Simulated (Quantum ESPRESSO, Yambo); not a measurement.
# Levels of theory for the gap of Cs$_{2}$LiAlF$_{6}$

Cs$_{2}$LiAlF$_{6}$ (space group P-3m1, No. 164): one geometry, one set of PBEsol (pw.x of Quantum ESPRESSO, ONCV potentials, without SOC) orbitals, self-energies from Yambo (3×3×2 Γ-centred k mesh, bands 2 to 191 and a 6 Ry block in the screening, 191 bands in G with the Bruneval-Gonze terminator, plasmon pole fitted at 27.2 eV).

The geometry is that of Materials Project entry mp-1206808, symmetrised and not relaxed again.

```tsv
level	gap Γ → Γ (eV)	rough Yambo cost
PBEsol (Quantum ESPRESSO)	6.76	–
exchange only (Hartree-Fock self-energy on PBEsol orbitals)	18.93	about 1/10 (8 states)
static COHSEX@PBEsol	11.48	within a factor of two (2 states)
G0W0@PBEsol, plasmon pole	10.58	1 (8 states)
```

Bare exchange has no screening and gives the widest gap; static COHSEX screens it but leaves out the frequency dependence, which G0W0 restores.

Costs are rough ratios of core time on shared machines.

Nearest settings tried, and what they do to the gap: 2 Ry block (71 vectors against 295): +730 meV. Not varied: bands in G, bands in W, mesh. So the settings aren't converged at that level.

The structure is a Materials Project entry; no match was found in the copy of COD used, and its stability was not checked.
